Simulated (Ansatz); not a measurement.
Level of theory: DFT PBE, scalar-relativistic, plane waves, PAW (Ansatz 0.2.0). All cells share a 420 eV cutoff and Γ-centred k meshes spaced at most about 0.3 Å⁻¹ (about 0.25 or finer for metals, 2π included). Collinear spin in cells that started with moments and kept them past the coarse steps, no spin elsewhere.

Each of these unrelaxed guesses is relaxed in cell and atoms within its symmetry. A guess keeps its type if space group and coordination stay and the shape of the cell changes little (axis ratios within about 15 %, angles within 6°); the volume may change.

1. ZnO5 (collinear spin from parallel moments)

Space group F-43m (No. 216). a = 6.085 Å, b = 6.085 Å, c = 6.085 Å, α = 90.00°, β = 90.00°, γ = 90.00°
```json
{"atom": "Zn", "site": "4a", "symmetry": "-43m", "x": "0.0000", "y": "0.0000", "z": "0.0000"}
{"atom": "O", "site": "4c", "symmetry": "-43m", "x": "0.2500", "y": "0.2500", "z": "0.2500"}
{"atom": "O", "site": "16e", "symmetry": ".3m", "x": "0.6240", "y": "0.1240", "z": "0.1240"}
```

2. CdHg2S3

Space group R-3m:H (No. 166). a = 6.271 Å, b = 6.271 Å, c = 14.017 Å, α = 90.00°, β = 90.00°, γ = 120.00°
| atom | site | symmetry | x | y | z |
| --- | --- | --- | --- | --- | --- |
| Cd | 3a | -3m | 0.0000 | 0.0000 | 0.0000 |
| Hg | 6c | 3m | 0.3333 | 0.6667 | 0.2937 |
| S | 9d | .2/m | 0.8333 | 0.1667 | 0.1667 |

3. Sc2TiTe3 (collinear spin from parallel moments)

Space group P-3m1 (No. 164). a = 4.204 Å, b = 4.204 Å, c = 10.374 Å, α = 90.00°, β = 90.00°, γ = 120.00°
```csv
atom,site,symmetry,x,y,z
Sc,2d,3m.,0.3333,0.6667,0.8220
Ti,1b,-3m.,0.0000,0.0000,0.5000
Te,2d,3m.,0.6667,0.3333,0.6440
Te,1a,-3m.,0.0000,0.0000,0.0000
```

4. Be5Sn

Space group P-6m2 (No. 187). a = 2.714 Å, b = 2.714 Å, c = 11.075 Å, α = 90.00°, β = 90.00°, γ = 120.00°
```csv
atom,site,symmetry,x,y,z
Be,2g,3m.,0.0000,0.0000,0.6502
Be,2h,3m.,0.3333,0.6667,0.8003
Be,1f,-6m2,0.6667,0.3333,0.5000
Sn,1a,-6m2,0.0000,0.0000,0.0000
```

Q: Which keep their type?

A: Guesses 1, 3 and 4 keep their type.

```
guess  kept  start group  end group  V start (Å³/atom)  V end  b/a and c/a, end over start  nearest neighbours start  nearest neighbours end
    1   yes        F-43m      F-43m                9.4    9.3                   1.00, 1.00             O 6/16, Zn 16           O 6/16, Zn 16
    2    no         R-3m       R-3m               26.5   23.7                   1.00, 0.62          Cd 6, Hg 16, S 6         Cd 6, Hg 4, S 4
    3   yes        P-3m1      P-3m1               26.5   24.9                   1.00, 0.97          Sc 6, Te 6, Ti 6        Sc 6, Te 6, Ti 6
    4   yes        P-6m2      P-6m2               11.8   12.7                   1.00, 0.98             Be 3/6, Sn 12           Be 3/6, Sn 12
```

Neighbours count within 15 % of an atom's shortest distance; end groups are read at 0.02 Å (0.05 Å in metals).

Spin–orbit coupling, which can matter for Hg and Te, is left out. A magnetic state wasn't ruled out in cells without spin, among them CdHg2S3 R-3m. The magnetic state reached may not be the lowest. Cells relaxed within their symmetry can be saddle points.

In counts of neighbours, a slash parts the counts of unlike sites.
